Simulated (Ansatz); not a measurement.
ZrPt₃ in space group P6_3/mmc (No. 194; Zr on 2a, Zr on 2c, Pt on 6g, Pt on 6h), r²SCAN (plane waves, PAW; program Ansatz), all energies at zero smearing, with the estimated change up to a 700 eV cutoff added, with one set of potentials and settings (totals compare only within such a set). Cell of 16 atoms (4 Zr, 12 Pt): -167239.528 eV.

```tsv
element	reference phase	E (eV/atom)
Zr	P6_3/mmc, 2 atoms in the cell	-4195.0260
Pt	Fm-3m, 1 atoms in the cell	-12536.7848
```

Formation energy per atom, worked out: (-167239.528 − 4×(-4195.0260) − 12×(-12536.7848))/16 = -1.125 eV/atom (-109 kJ per mol of atoms), at 0 K, without zero-point energy or fitted corrections.

The workflow started from a Materials Project entry (that database holds measured and hypothetical structures alike); the Crystallography Open Database copy checked does not list it. COD files the formula under space group No. 221. Its standing as an ambient phase is unchecked. The cell was relaxed with r²SCAN under the symmetry of its start; whether a distortion lowers the energy is not shown. No spin polarisation was allowed. The references are the lowest solids computed at this level, not always the standard phases. Scalar-relativistic: spin–orbit coupling is off unless named, which matters more the heavier the elements.

Potentials: the later of the program's two PAW sets.
